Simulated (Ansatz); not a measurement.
A relaxed structure of InP. Level of theory: PBEsol (plane waves to 420 eV, PAW, scalar-relativistic; Ansatz, a first-principles code).

```xyz
12
Lattice="4.1542 0.0000 0.0000 -2.0771 3.5976 0.0000 0.0000 0.0000 20.3790" Properties=species:S:1:pos:R:3 pbc="T T T"
In     0.0000     0.0000    20.3750
In     0.0000     0.0000    10.1855
In     2.0771     1.1992    16.9754
In     0.0000     2.3984     6.7859
In     2.0771     1.1992     3.3933
In     0.0000     2.3984    13.5828
P      0.0000     0.0000    17.8230
P      0.0000     0.0000     7.6335
P      2.0771     1.1992    14.4315
P      0.0000     2.3984     4.2420
P      2.0771     1.1992     0.8492
P      0.0000     2.3984    11.0387
```

Task: Determine the symmetry and give the standard cell with its independent sites.

Result: Space group P6₃mc (No. 186); a = 4.1542 Å, b = 4.1542 Å, c = 20.3790 Å, α = 90.00°, β = 90.00°, γ = 120.00°

```
atom  site  symmetry       x       y       z
----  ----  --------  ------  ------  ------
In      2a       3m.  0.0000  0.0000  0.4998
In      2b       3m.  0.3333  0.6667  0.3330
In      2b       3m.  0.6667  0.3333  0.1665
P       2a       3m.  0.0000  0.0000  0.3746
P       2b       3m.  0.3333  0.6667  0.2082
P       2b       3m.  0.6667  0.3333  0.0417
```

This is the AFLOW prototype AB_hP12_186_a2b_a2b (B6, as in SiC).

Task: Give the shortest distances between elements (the closest pairs, up to four, under 3.6 Å).

Result: In–P 2.54 Å.

| Item | Result |
|---|---|
| Volume per atom | 25.38 Å³ |
| Band gap | 0.59 eV, direct at Γ (no spin-orbit coupling) |

No spin polarisation in the result.

The run could not lose the symmetry of its start.

The first start was generated by placing the elements on the sites of a structure type. Materials Project lists a structure of InP in the same space group, P6₃mc (No. 186); the sites were not compared with it, nor with measured phases. Known forms of InP include space group No. 216.
